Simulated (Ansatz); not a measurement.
# YOF (space group R-3m): energy over volume and axial ratio

YOF (space group R-3m)

```
YOF
1.0
    1.88710     1.08951     6.27280
   -1.88710     1.08951     6.27280
    0.00000    -2.17903     6.27280
Y O F
2 2 2
Cartesian
  0.00000   0.00000  13.94932
  0.00000   0.00000   4.86906
  0.00000   0.00000  11.69611
  0.00000   0.00000   7.12227
  0.00000   0.00000   2.44923
  0.00000   0.00000  16.36915
```

Two coordinates are scanned: the volume, and the ratio of the stretch along z (the conventional c axis) to the stretch across it. Atoms keep their fractional coordinates.

Level of theory: PBEsol (plane waves to 420 eV, PAW, scalar-relativistic; Ansatz, a quantum-chemistry and plane-wave program). k mesh 10×10×10 (Γ-centred), Fermi-Dirac smearing 0.05 eV. Energies are smeared free energies. Compression counts positive. As the atoms are clamped, bonds stretch with the cell, which overstates energies and stresses. YOF is run without spin polarisation. YOF was relaxed with its symmetry unable to fall. ΔE is measured from the relaxed starting cell.

ΔE (meV/atom), with V/V₀ across and (c/a)/(c/a)₀ down:

| (c/a)/(c/a)₀ \ V/V₀ | 0.920 | 0.960 | 1.000 | 1.040 | 1.080 |
|---|---|---|---|---|---|
| 0.960 | 53.8 | 18.3 | 7.0 | 15.3 | 39.5 |
| 0.980 | 47.0 | 12.2 | 1.6 | 10.6 | 35.4 |
| 1.000 | 45.1 | 10.5 | 0.0 | 9.1 | 33.9 |
| 1.020 | 47.6 | 12.4 | 1.5 | 10.1 | 34.6 |
| 1.040 | 53.8 | 17.5 | 5.6 | 13.4 | 37.1 |

σzz − σxx (GPa), with V/V₀ across and (c/a)/(c/a)₀ down:

```csv
(c/a)/(c/a)₀ \ V/V₀,0.920,0.960,1.000,1.040,1.080
0.960,9.4,7.9,6.6,5.5,4.6
0.980,4.2,3.6,3.1,2.7,2.3
1.000,-0.4,-0.2,0.0,0.2,0.3
1.020,-4.6,-3.6,-2.7,-2.0,-1.4
1.040,-8.3,-6.6,-5.2,-4.0,-3.0
```

What the scan shows:

The modulus against c/a change at fixed volume, (3/4V)·∂²E/∂(ln c/a)² (fit, atoms clamped) is 73 GPa, an upper bound as the atoms could relax. Lowest place on the grid: V/V₀ = 1.000, (c/a)/(c/a)₀ = 1.000 (0.0 meV/atom). Highest place on the grid: V/V₀ = 0.920, (c/a)/(c/a)₀ = 0.960 (53.8 meV/atom).

The 25 points together took about 8 core-minutes (a rough figure).

(Under strain, the slope of the energy per volume gives the stress and its curvature an elastic modulus.)
